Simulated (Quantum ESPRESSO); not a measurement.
Simulation results for GaSi6Ge (made-up cell)

All values are calculated (Quantum ESPRESSO 7.5). Calculation on a made-up crystal cell, not a measurement: periodic Kohn-Sham density functional theory in plane waves with PseudoDojo standard norm-conserving scalar-relativistic pseudopotentials, each functional with its own files (v0.5 for PBE, v0.4.1 for LDA and PBEsol), no spin polarisation, no spin-orbit coupling, atoms not relaxed, stress positive in tension, energies less a fixed whole-eV offset for each atom's element; levels are Kohn-Sham levels at fractions of this cell's reciprocal vectors, counted from the reference band (half the neutral cell's valence electrons, rounded up) at Gamma; error bars cover cutoff and k-mesh only, not smearing or the files; added strain carries the atoms with the cell, and shear is the tensor component; each bar is the largest change over components, and at least 0.002 eV, 0.002 eV per angstrom or 0.02 GPa; energies are for the whole cell, and the offsets were chosen from early runs and are not element reference energies.

```xyz
8
Lattice="5.4876 -0.0476 0.0656 -0.0476 5.5209 0.0513 0.0656 0.0513 5.5558" Properties=species:S:1:pos:R:3 formula=GaSi6Ge lattice_type=zincblende/diamond functional=pbe cutoff=1088 fermi_dirac_smearing=0.1 scf_tolerance=1e-07 electrons_removed=0 k_mesh=6_x_6_x_6,shifted_by_half_a_step
Si     0.0482     0.0236    -0.0482
Ge     0.0936     2.7335     2.7423
Si     2.8351    -0.0395     2.8501
Si     2.7505     2.6989     0.0604
Ga     1.4446     1.3247     1.3738
Si     1.2769     4.1695     4.3228
Si     4.0910     1.3135     4.2044
Si     4.1808     4.1842     1.4704
```

Units: cutoff, fermi_dirac_smearing, scf_tolerance in eV.

Atoms:
```
atoms element  atom site  atom energy offset (eV)
           Si          1                     -115
           Ge          2                    -2430
           Si          3                     -115
           Si          4                     -115
           Ga          5                    -2080
           Si          6                     -115
           Si          7                     -115
           Si          8                     -115
```

Q: Give the missing pressure for GaSi6Ge (made-up cell).
A: 1.33 GPa

Further results for GaSi6Ge (made-up cell):

* free energy less offsets: -1.278 eV
* smearing term minus ts: -0.08875 eV
* scf iterations: 10
* stress xx: -1.39 GPa
* stress yy: -1.473 GPa
* stress zz: -1.128 GPa
* stress yz: -0.6336 GPa
* stress xz: 2.331 GPa
* stress xy: -0.8629 GPa
* fermi level: -0.8937 eV
* reference band: 26
* error bar energy: 0.003435 eV
* error bar stress: 0.05655 GPa
* error bar force: 0.01929 eV/Å
* error bar next band up: 0.002 eV
* error bar fermi level: 0.002 eV
* error bars from: tighter rerun of a related cell

Forces:
```
site  x (eV/Å)  y (eV/Å)  z (eV/Å)
   1   -0.8413    0.7156    0.2348
   2   -0.5886    0.5026    0.5782
   3    -0.663   -0.6276   -0.2142
   4    0.6244     1.258   -0.4304
   5    0.0379    -0.665    0.4464
   6     1.463   -0.9331    -1.019
   7    0.6693    0.5819    0.3997
   8   -0.7019   -0.8325  0.004752
```

Levels:
```
level k point  next band up (eV)
        Gamma            0.06421
(1/2,1/2,1/2)             0.5207
   (0.15,0,0)             0.1065
   (0,0.15,0)             0.2625
   (0,0,0.15)             0.2152
```
